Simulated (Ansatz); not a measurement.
Input and command of a plane-wave DFT calculation in Ansatz:

```yaml
crystal:
  lattice:
    - [4.6087286832, 0.0, 0.0]
    - [0.0, 4.6087286832, 0.0]
    - [0.0, 0.0, 8.0008714099]
  atoms:
    - { symbol: Zr, position: [0.5, 0.0, 0.243234274] }
    - { symbol: Zr, position: [0.0, 0.5, 0.756765726] }
    - { symbol: Sn, position: [0.5, 0.0, 0.608486338] }
    - { symbol: Sn, position: [0.0, 0.5, 0.391513662] }
    - { symbol: I, position: [0.0, 0.0, 0.0] }
    - { symbol: I, position: [0.5, 0.5, 0.0] }
basis:
  ecutwfc: 420
kpoints:
  mp_grid: { grid: [8, 8, 6] }
hamiltonian:
  xc: pbe
scf:
  occupations: { method: gaussian, width: 0.1 }
output:
  forces: true
  stress: true
  eigenvalues: true
  write_density: true
  write_potential: true
  elf: true
  volumetric_format: npy
relax:
  adjacent_minimum: "off"
  f_tol: 0.01
  max_steps: 80
  cell: { stress_tol: 0.05 }
```

```bash
ansatz run input.yaml --threads 1 --pin off --max-ram 2560MiB --backend cpu --events-out ev --progress --plain --runs-dir out
```

Processor: Arm Neoverse V1, 1 thread, on a host shared with other jobs.

Q: How long does it run, and how much memory does it take?

A: About 4.1 min on 1 thread of Arm Neoverse V1, with other jobs on the host, peak memory 0.69 GiB. It solves 52 bands at 60 k points (the mesh reduced by symmetry) with about 3323 plane waves (on the last cell), in 42 SCF iterations over 6 ionic steps.
